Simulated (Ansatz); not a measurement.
The start is a relaxed HfIr3 cell, doubled along one cell vector, shaken by Gaussian noise of σ = 0.08 Å a coordinate. The cell and all atomic positions are relaxed at zero pressure with PBEsol (plane waves to 420 eV, PAW, scalar-relativistic; Ansatz, a first-principles code). The first steps use a coarse 7×7×6 k-mesh.

Initial structure:
```
HfIr3
1.0
    2.79083    -3.82768     0.00000
    2.79083     3.82768     0.00000
    0.00000     0.00000     5.69575
Hf Ir
2 6
Cartesian
  0.04820  -0.03550   0.00730
 -0.07670  -0.11552   2.87702
  2.63680  -0.08473  -0.06912
  2.89444   0.03882   2.68637
  1.45295   1.92824   1.54488
  1.40550   1.82979   4.38858
  1.38391  -1.80163   1.37362
  1.48100  -1.78470   4.12970
```

Task: What pressure does the first self-consistent step give?

Result: +7.0 GPa (positive: the cell is compressed).

Task: Which atoms feel the largest initial force, and how large is it?

Result: 3.46 eV/Å, on Ir3 (atoms numbered as listed).

Task: How much energy is released per atom?

Result: 0.15 eV/atom.

Task: Is the parent structure recovered?

Result: It relaxes back to the parent, Cmmm (No. 65).

Task: What band gap does the relaxed structure have at this level?

Result: No gap (metallic).

The end point of the relaxation:

```cif
data_Hf2Ir6
_chemical_formula_sum 'Hf2 Ir6'
_space_group_name_H-M_alt 'Cmmm'
_space_group_IT_number 65
_space_group_name_Hall '-C 2 2'
_cell_length_a 5.58168
_cell_length_b 7.65531
_cell_length_c 2.84786
_cell_angle_alpha 90.000
_cell_angle_beta 90.000
_cell_angle_gamma 90.000
loop_
_space_group_symop_operation_xyz
  'x, y, z'
  '-x, -y, -z'
  '-x, -y, z'
  'x, y, -z'
  'x, -y, -z'
  '-x, y, z'
  '-x, y, -z'
  'x, -y, z'
  'x+1/2, y+1/2, z'
  '-x+1/2, -y+1/2, -z'
  '-x+1/2, -y+1/2, z'
  'x+1/2, y+1/2, -z'
  'x+1/2, -y+1/2, -z'
  '-x+1/2, y+1/2, z'
  '-x+1/2, y+1/2, -z'
  'x+1/2, -y+1/2, z'
loop_
_atom_site_label
_atom_site_type_symbol
_atom_site_symmetry_multiplicity
_atom_site_Wyckoff_symbol
_atom_site_fract_x
_atom_site_fract_y
_atom_site_fract_z
_atom_site_occupancy
Hf1 Hf 2 a 0.00000 0.00000 0.00000 1
Ir1 Ir 2 b 0.00000 0.50000 0.00000 1
Ir2 Ir 4 f 0.25000 0.25000 0.50000 1
```
(The calculation used a cell of 4 atoms; values per cell refer to that cell.)

Final values are on a 10×10×16 k-mesh of the relaxed cell. No spin polarisation in the result.

The relaxed structure here is a generated cell of HfIr3: the first start was made by placing the elements on the sites of a structure type, and the end was not matched to a known phase here, so it may be hypothetical.
